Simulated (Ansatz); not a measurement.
A relaxed cell of Ir (Fm-3m (No. 225)), relaxed on a k-mesh at least as fine as the one used below. These are PBEsol (plane waves to 420 eV, PAW, scalar-relativistic; Ansatz, a first-principles code) values and carry that method's errors. Γ-centred k-mesh 7×14×14 on the run's cell (coarser than for final values), Fermi–Dirac smearing 0.05 eV.

```xyz
2
Lattice="0.0000 3.8305 3.8305 1.9152 0.0000 1.9152 1.9152 1.9152 0.0000" Properties=species:S:1:pos:R:3 pbc="T T T"
Ir     0.0000     0.0000     0.0000
Ir     0.0000     1.9152     1.9152
```

The atoms are displaced by (Å):

```csv
atom,ux,uy,uz
Ir1,0.026,0.099,-0.012
Ir2,0.048,-0.167,0.019
```

### Question
What forces (eV/Å) and pressure result?

### Answer
| atom | Fx | Fy | Fz |
|---|---|---|---|
| Ir1 | 1.10 | -2.12 | -0.74 |
| Ir2 | -1.10 | 2.12 | 0.74 |

Pressure +6.9 GPa.

No spin polarisation in the result.

The run that gave the undisplaced cell could not lose the symmetry of its start; a randomly shaken copy of 2 atoms returns to this structure.
